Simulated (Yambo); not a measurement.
Yambo input for LiF (rock salt, space group Fm-3m, No. 225) under isotropic strain of -0.7 % on all lattice vectors (a = 2.8096 Å, b = 2.8096 Å, c = 2.8096 Å, α = 60.00°, β = 60.00°, γ = 60.00°), on PBEsol (pw.x of Quantum ESPRESSO, ONCV potentials, without SOC) wavefunctions on a 18×18×18 mesh:

```
optics
chi
dipoles
kernel
FFTGvecs= 40 Ry
Chimod= "HARTREE"
NGsBlkXd= 4 Ry
% QpntsRXd
 1 | 1 |
%
% BndsRnXd
 2 | 13 |
%
GrFnTpXd= "R"
% EnRngeXd
 0.0 | 20.0 | eV
%
% DmRngeXd
 0.2 | 0.2 | eV
%
CGrdSpXd= 50
ETStpsXd= 161
% LongDrXd
 1.0 | 0.0 | 0.0 |
%
```

First lines of the file o-*.eps_q1_inv_rpa_dyson:

```
Absorption @ Q(1):   1.00000000     0.00000000     0.00000000    [q->0 direction]
#
# [ X ] Hartree size     :  27
# [GEN] GF Energies     : Perdew, Burke & Ernzerhof SOL(X)+Perdew, Burke & Ernzerhof SOL(C)
# [GEN] Green`s Function     : Retarded
#
# [GEN] Gauge     : Length
# [GEN] [r,Vnl] included     : yes
#
#    E[1] [eV]     Im(eps)     Re(eps)     Im(eps_o)     Re(eps_o)
#
     0.000000     -0.45908E-09     1.970961     0.43416E-20     2.026308
     0.125000     0.217736E-3     1.971029     0.232141E-3     2.026380
     0.250000     0.435718E-3     1.971233     0.464543E-3     2.026597
     0.375000     0.654194E-3     1.971573     0.697468E-3     2.026960
     0.500000     0.873414E-3     1.972050     0.931180E-3     2.027469
     0.625000     0.001094     1.972664     0.001166     2.028123
     0.750000     0.001315     1.973416     0.001402     2.028925
     0.875000     0.001538     1.974307     0.001640     2.029874
     1.000000     0.001763     1.975337     0.001879     2.030973
     1.125000     0.001990     1.976508     0.002121     2.032222
     1.250000     0.002219     1.977822     0.002365     2.033622
     1.375000     0.002450     1.979279     0.002612     2.035176
     1.500000     0.002685     1.980882     0.002862     2.036885
     1.625000     0.002923     1.982633     0.003116     2.038751
     1.750000     0.003164     1.984533     0.003373     2.040776
     1.875000     0.003409     1.986585     0.003634     2.042963
     2.000000     0.003659     1.988791     0.003899     2.045314
     2.125000     0.003913     1.991154     0.004170     2.047833
     2.250000     0.004172     1.993678     0.004446     2.050522
     2.375000     0.004436     1.996364     0.004727     2.053385
     2.500000     0.004706     1.999217     0.005014     2.056426
     2.625000     0.004982     2.002241     0.005308     2.059648
     2.750000     0.005264     2.005439     0.005609     2.063055
     2.875000     0.005554     2.008815     0.005918     2.066653
     3.000000     0.005852     2.012375     0.006234     2.070445
     3.125000     0.006158     2.016123     0.006560     2.074438
     3.250000     0.006472     2.020065     0.006895     2.078637
     3.375000     0.006797     2.024206     0.007239     2.083048
     3.500000     0.007131     2.028552     0.007595     2.087677
     3.625000     0.007476     2.033110     0.007962     2.092531
     3.750000     0.007833     2.037887     0.008341     2.097618
     3.875000     0.008202     2.042890     0.008734     2.102946
     4.000000     0.008585     2.048128     0.009141     2.108523
```
(The file goes on to the top of the energy range.) Convergence of the RPA response with its 18×18×18 mesh was not tested.

Geometry strained from the cell relaxed with PBEsol, atoms relaxed again.
